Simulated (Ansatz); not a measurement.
Data:

ScB$_{2}$:
```cif
data_B4Sc2
_chemical_formula_sum 'Sc2 B4'
_space_group_name_H-M_alt 'I4/mmm'
_space_group_IT_number 139
_space_group_name_Hall '-I 4 2'
_cell_length_a 2.68679
_cell_length_b 2.68679
_cell_length_c 8.60459
_cell_angle_alpha 90.000
_cell_angle_beta 90.000
_cell_angle_gamma 90.000
loop_
_atom_site_label
_atom_site_type_symbol
_atom_site_symmetry_multiplicity
_atom_site_Wyckoff_symbol
_atom_site_fract_x
_atom_site_fract_y
_atom_site_fract_z
_atom_site_occupancy
Sc1 Sc 2 a 0.00000 0.00000 0.00000 1
B1 B 4 e 0.00000 0.00000 0.28807 1
```
(The calculation used a cell of 3 atoms; values per cell refer to that cell.)

This is the r²SCAN-relaxed structure.

Q: All from DFT-r²SCAN in the program Ansatz with PAW potentials, unless another level is named. Give the electronic character.

A: metallic (no gap).

Q: Give the density of states at the Fermi level.

A: 0.47 states/eV per atom (mean over ±0.08 eV).

Q: Predict the formation energy from the elements (no fitted shifts).

A: 0.46 eV/atom.

The cell is a constructed one: a structure type filled with these elements; neither database checked (COD, Materials Project) lists it. COD files the formula under space group No. 191. Whether it is the stable phase at ambient conditions was not checked. The r²SCAN relaxation kept the symmetry of its start; whether a distortion lowers the energy is not shown. No spin polarisation was allowed. The references are the lowest solids computed at this level, not always the standard phases.

Potentials: the earlier of the program's two PAW sets.
